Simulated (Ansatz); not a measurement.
**Nb₂AlB₂, first-principles data**

Nb2AlB2:
```yaml
crystal:
  lattice:
    - [3.10693, 0.00000, 0.00000]
    - [-1.55346, 2.69068, 0.00000]
    - [0.00000, 0.00000, 7.58442]
  atoms:
    - { symbol: Nb, position: [0.33333, 0.66667, 0.70692] }
    - { symbol: Nb, position: [0.33333, 0.66667, 0.29308] }
    - { symbol: Al, position: [0.00000, 0.00000, 0.00000] }
    - { symbol: B, position: [0.00000, 0.00000, 0.50000] }
    - { symbol: B, position: [0.66667, 0.33333, 0.50000] }
```

Space group P-6m2 (No. 187); conventional cell a = b = 3.1069 Å, c = 7.5844 Å, α = β = 90.00°, γ = 120.00°.

Method: the program Ansatz at the r²SCAN level (PAW). Structure relaxed to zero pressure with the same functional. Other levels are named where they apply.

Cell and energy:

```json
{
  "volume_per_atom": "12.68 Å³",
  "density": "6.14 g/cm³",
  "Formation energy from the elements (no fitted shifts)": "-0.67 eV/atom"
}
```

Electronic structure:

```json
{
  "electronic_character": "metallic (no gap)",
  "Density of states at the Fermi level": "0.33 states/eV per atom (mean over ±0.08 eV)",
  "Gap with spin–orbit coupling": "none (metallic)"
}
```

Mechanics:

```json
{
 "Bulk modulus (Birch–Murnaghan fit)": "1900 kbar",
 "Pressure derivative B′": "4.3"
}
```

Charges:

```json
{
  "bader_charges": "Nb +0.90, Al -0.24, B -0.79 to -0.77 e"
}
```

The start of the workflow was typed in or built on a structure type; neither database checked (COD, Materials Project) lists it. Its standing as an ambient phase is unchecked. Symmetry was held in the r²SCAN relaxation; whether a distortion lowers the energy is not shown. The run is not spin-polarised. The references are the lowest solids computed at this level, not always the standard phases. Scalar-relativistic: spin–orbit coupling is off unless named, which matters more the heavier the elements.

Potentials: the earlier of the program's two PAW sets. The files were generated under PBE; for other functionals the program regenerates the frozen cores, and for LDA and PBEsol the local potential too.
